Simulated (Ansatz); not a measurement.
Sn3Ge in space group P-4m2 (No. 115; Ge on 1a, Sn on 2g, Sn on 1c) at seven volumes, plane-wave PAW PBEsol (Ansatz code), shape and atoms relaxed at each. One row is withheld.

```tsv
V (Å³/atom)	P (GPa)
28.881	5.47
29.833	3.32
30.786	1.52
31.738	0.00
32.690	?
33.642	-2.35
34.594	-3.25
```

Q: Fit the shown pressures and predict the withheld one.

A: Third-order Birch–Murnaghan: P = (3/2)B₀(x^(7/2) − x^(5/2))[1 + (3/4)(B′ − 4)(x − 1)] with x = (V₀/V)^(2/3). Least squares on the six rows gives V₀ = 31.739 Å³/atom, B₀ = 46.29 GPa, B′ = 4.75. At V = 32.690, x = 0.9805 and P = -1.27 GPa. The run itself gave -1.28 GPa.

The start of the workflow was typed in or built on a structure type; neither database checked (COD, Materials Project) lists it. Its standing as an ambient phase is unchecked. The cell was relaxed with PBEsol under the symmetry of its start; its stability against distortions is not shown here. Scalar-relativistic: spin–orbit coupling is off unless named, which matters more the heavier the elements.

Potentials: the earlier of the program's two PAW sets. The files were generated under PBE; for other functionals the program regenerates the frozen cores, and for LDA and PBEsol the local potential too.
